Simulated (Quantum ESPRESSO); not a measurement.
Band energies of Cs$_{2}$PdCl$_{4}$

```xyz
7
Lattice="7.5092 0.0000 0.0000 0.0000 7.5092 0.0000 0.0000 0.0000 4.6735" Properties=species:S:1:pos:R:3 pbc="T T T"
Cl     1.6420     1.6420     0.0000
Cl     5.8673     5.8673     0.0000
Cl     5.8673     1.6420     0.0000
Cl     1.6420     5.8673     0.0000
Pd     0.0000     0.0000     0.0000
Cs     0.0000     3.7546     2.3367
Cs     3.7546     0.0000     2.3367
```

norm-conserving LDA (Quantum ESPRESSO, 82 Ry, scalar-relativistic); path ΓXMΓZRAZ,XR,MA; energies in eV from the valence-band maximum.

```csv
k (1/Å),point,band 28,band 29,band 30,band 31,band 32,band 33,band 34,band 35
0.00,Γ,-0.81,-0.59,-0.52,-0.07,-0.07,2.10,3.76,5.02
0.00,X,-0.88,-0.55,-0.34,-0.05,-0.03,1.91,4.89,4.92
0.21,,-0.90,-0.53,-0.21,-0.02,-0.02,1.76,5.06,5.09
0.42,M,-0.93,-0.51,-0.12,0.00,0.00,1.62,5.27,5.27
0.62,,-0.90,-0.53,-0.20,-0.02,-0.02,1.75,4.75,5.57
0.81,,-0.84,-0.57,-0.39,-0.06,-0.06,1.99,4.06,5.25
1.01,Γ,-0.81,-0.59,-0.52,-0.07,-0.07,2.10,3.76,5.02
1.23,,-0.80,-0.48,-0.45,-0.07,-0.07,2.10,4.07,5.35
1.46,,-0.77,-0.29,-0.27,-0.06,-0.06,2.11,4.60,4.85
1.68,Z,-0.76,-0.21,-0.16,-0.05,-0.05,2.11,4.28,5.66
1.89,,-0.87,-0.23,-0.15,-0.10,-0.08,2.01,4.50,5.72
2.10,R,-1.00,-0.26,-0.14,-0.13,-0.12,1.92,4.82,5.71
2.31,,-1.09,-0.27,-0.17,-0.16,-0.13,1.77,4.98,5.94
2.52,A,-1.22,-0.28,-0.19,-0.19,-0.13,1.64,5.20,6.60
2.67,,-1.13,-0.27,-0.18,-0.17,-0.13,1.71,5.04,6.13
2.81,,-0.97,-0.24,-0.14,-0.13,-0.12,1.89,4.69,5.85
2.96,,-0.82,-0.22,-0.16,-0.07,-0.07,2.05,4.40,5.70
3.11,Z,-0.76,-0.21,-0.16,-0.05,-0.05,2.11,4.28,5.66
3.11,X,-0.88,-0.55,-0.34,-0.05,-0.03,1.91,4.89,4.92
3.28,,-0.88,-0.49,-0.32,-0.06,-0.04,1.91,5.00,5.01
3.45,,-0.92,-0.36,-0.26,-0.09,-0.07,1.92,5.14,5.27
3.61,,-0.97,-0.28,-0.18,-0.13,-0.10,1.92,4.96,5.57
3.78,R,-1.00,-0.26,-0.14,-0.13,-0.12,1.92,4.82,5.71
3.78,M,-0.93,-0.51,-0.12,0.00,0.00,1.62,5.27,5.27
3.92,,-0.96,-0.47,-0.13,-0.02,-0.02,1.62,5.41,5.41
4.05,,-1.03,-0.38,-0.18,-0.08,-0.08,1.63,5.65,5.80
4.19,,-1.12,-0.27,-0.23,-0.13,-0.13,1.63,5.47,6.29
4.46,A,-1.22,-0.28,-0.19,-0.19,-0.13,1.64,5.20,6.60
```

The LDA gap is direct, 1.62 eV at M. Another conduction extremum on the path lies within 0.02 eV, too close to call.

Spin-orbit splittings are left out.

Geometry of the Materials Project entry, not relaxed at this level.
